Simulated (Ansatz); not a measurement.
This log comes from Ansatz, run on Be3CdS4, ordered on the zincblende lattice (I-42m) with 8 atoms a cell. The cell was relaxed beforehand with r2SCAN.

Structure:
```xyz
8
Lattice="-2.5763 2.5763 5.0451 2.5763 -2.5763 5.0451 2.5763 2.5763 -5.0451" Properties=species:S:1:pos:R:3 pbc="T T T"
Be    0.0000    2.5763    2.5225
S     1.1312   -1.1312    3.6567
Be    0.0000    0.0000    5.0451
S     1.1312    1.1312    6.4335
Be    2.5763    0.0000    2.5225
S    -1.1312    1.1312    3.6567
Cd    0.0000    0.0000    0.0000
S     1.4451    1.4451    1.3884
```

Abridged output:
```
scf.n_extra_bands = 12 over 50 filled bands (N_el = 50.0): the run solves 62 bands
Pseudopotential: Be, paw_fr, valence charge 2, recommended cutoff 420 eV (normal)
Pseudopotential: S, paw_fr, valence charge 6, recommended cutoff 420 eV (normal)
Pseudopotential: Cd, paw_fr, valence charge 20, recommended cutoff 420 eV (normal)
Functional definition: PBE
Crystal: 8 atoms, lattice volume = 133.940 Å³
Basis set: ecut = 420 eV, 2641 PW (Γ)
Symmetry: 8 space group operations + 8 with time reversal
Magnetic group: BNS 121.328 (UNI 988)
k-points: 59 of 512 (time reversal used)
NSCF: frozen V_eff on 9 k-points
Free energy (F): -12150.860347 eV
Fermi energy:    6.155967 eV
--- Per-component energies (eV) ---
  E_band       = -505.113909
  E_kinetic    = 994.023836
  E_local      = -4892.397956
  E_nonlocal   = 157.672098
  E_hartree    = 2216.448571
  E_xc         = -625.129275
  E_vxc        = -634.827406
  E_paw        = -6664.414897
  E_vpaw       = -562.481804
  E_ewald      = -3337.062744
--- Forces (eV/Å), atoms counted from 1 ---
  atom   1  Be      0.00000      0.00000      0.00000
  atom   2  S     -0.05004      0.05004    -0.05274
  atom   3  Be      0.00000      0.00000      0.00000
  atom   4  S     -0.05004    -0.05004      0.05274
  atom   5  Be      0.00000      0.00000      0.00000
  atom   6  S       0.05004    -0.05004    -0.05274
  atom   7  Cd      0.00000      0.00000      0.00000
  atom   8  S       0.05004      0.05004      0.05274
--- Stress (GPa, compression-positive) ---
        0.738558       0.000000       0.000000
        0.000000       0.738558       0.000000
        0.000000       0.000000       0.833556
  P = ⅓ Tr σ = 0.7702 GPa (7.702 kbar)
--- Band table (eV; the first three rows and the last of 59) ---
  k-point 0: bands = […, 3.7990, 3.7990, 5.7680, 5.7680, 6.1015, 6.1015, 6.1560, 6.1560, 9.3153, 9.3153, 9.6629, 9.6629, 10.5317, 10.5317, …]
  k-point 1: bands = […, 4.0722, 4.0773, 5.3961, 5.4330, 5.6321, 5.6599, 6.0888, 6.0906, 9.5788, 9.5867, 10.1617, 10.1677, 10.9506, 10.9526, …]
  k-point 2: bands = […, 4.6008, 4.6174, 4.6223, 4.6357, 5.0703, 5.0782, 5.9581, 5.9611, 10.0717, 10.0895, 10.8201, 10.8258, 11.5887, 11.5911, …]
  k-point 58: bands = […, 3.9544, 3.9544, 4.5135, 4.5135, 5.3824, 5.3824, 5.3917, 5.3917, 9.4913, 9.4913, 9.5184, 9.5184, 9.7338, 9.7338, …]
```

Levels at the listed points, from bands.tsv (eV from the Fermi energy, bands near the gap, counted from 0):
```tsv
# k_distance	band_40	band_41	band_42	band_43	band_44	band_45	band_46	band_47	band_48	band_49	band_50	band_51	band_52	band_53	band_54	band_55	band_56	band_57
# fermi_ev = 6.155967
# [0, 0, 0] at k_distance = 0.000000
# [0, 0, 0.5] at k_distance = 0.862272
# [0.25, 0.25, 0.25] at k_distance = 1.173623
# [0, 0.5, 0] at k_distance = 1.783342
# [0.5, 0.5, -0.5] at k_distance = 2.467956
# [0.3151901165, 0.6848098835, -0.3151901165] at k_distance = 2.918684
# [-0.3151901165, 0.3151901165, 0.3151901165] at k_distance = 3.617876
# [-0.130380233, 0.130380233, 0.5] at k_distance = 4.068604
# [0.5, 0.5, -0.130380233] at k_distance = 4.767796
# levels_relative_to = fermi_ev
0.000	-2.363	-2.363	-2.357	-2.357	-0.388	-0.388	-0.055	-0.055	0.000	0.000	3.159	3.159	3.507	3.507	4.376	4.376	5.599	5.599
0.862	-1.511	-1.511	-1.211	-1.211	-1.003	-1.003	-0.510	-0.510	-0.441	-0.441	3.977	3.977	4.397	4.397	4.935	4.935	5.846	5.846
1.174	-1.761	-1.761	-1.594	-1.594	-1.508	-1.508	-0.523	-0.523	-0.485	-0.485	4.086	4.086	4.823	4.823	4.825	4.825	5.819	5.819
1.783	-2.414	-2.414	-2.054	-2.054	-1.223	-1.223	-0.968	-0.968	-0.859	-0.859	4.706	4.706	5.141	5.141	5.455	5.455	5.538	5.538
2.468	-2.219	-2.219	-2.202	-2.202	-1.642	-1.642	-0.774	-0.774	-0.764	-0.764	3.335	3.335	3.362	3.362	3.578	3.578	4.292	4.292
2.919	-2.194	-2.179	-2.136	-2.105	-1.749	-1.739	-0.849	-0.849	-0.606	-0.588	3.757	3.759	4.784	4.784	4.914	4.920	5.569	5.572
3.618	-2.194	-2.179	-2.136	-2.105	-1.749	-1.739	-0.849	-0.849	-0.606	-0.588	3.757	3.759	4.784	4.784	4.914	4.920	5.569	5.572
4.069	-1.664	-1.657	-1.633	-1.630	-1.144	-1.134	-0.621	-0.586	-0.489	-0.485	4.114	4.119	4.576	4.579	5.462	5.476	5.593	5.594
4.768	-1.664	-1.657	-1.633	-1.630	-1.144	-1.134	-0.621	-0.586	-0.489	-0.485	4.114	4.119	4.576	4.579	5.462	5.476	5.593	5.594
```
In order the rows are Γ, X, P, N, M, S, S₀, R, G.

Task: Write the input file that gave this output.

Result:
```yaml
crystal:
  # lattice and atoms as above
kpoints:
  mp_grid: { grid: [8, 8, 8] }
  band_path:
    path:
      - [0.0, 0.0, 0.0]
      - [0.0, 0.0, 0.5]
      - [0.25, 0.25, 0.25]
      - [0.0, 0.5, 0.0]
      - [0.5, 0.5, -0.5]
      - [0.3151901165, 0.6848098835, -0.3151901165]
      - [-0.3151901165, 0.3151901165, 0.3151901165]
      - [-0.130380233, 0.130380233, 0.5]
      - [0.5, 0.5, -0.130380233]
    npoints: 1
hamiltonian:
  xc: pbe
scf:
  occupations: { method: fixed }
  n_extra_bands: 12
magnetization:
  noncollinear: true
  spin_orbit: true
output:
  forces: true
  stress: true
  eigenvalues: true
```
Each band holds one electron and the count is doubled, so the run is non-collinear with spin-orbit coupling. A single point prints forces and stress when the output block asks for them. Keys that aren't typed take their defaults; thresholds and the kind of smearing can't be read off these lines.

Wall time 5.1 s on 1 × NVIDIA H100 80GB HBM3 with 2 threads of AMD EPYC 7R13 Processor (Zen 3), on a shared host, load about 4.6 per core; peak host memory 1.2 GiB.

(Calculated; non-magnetic; the phase may be known or hypothetical.)
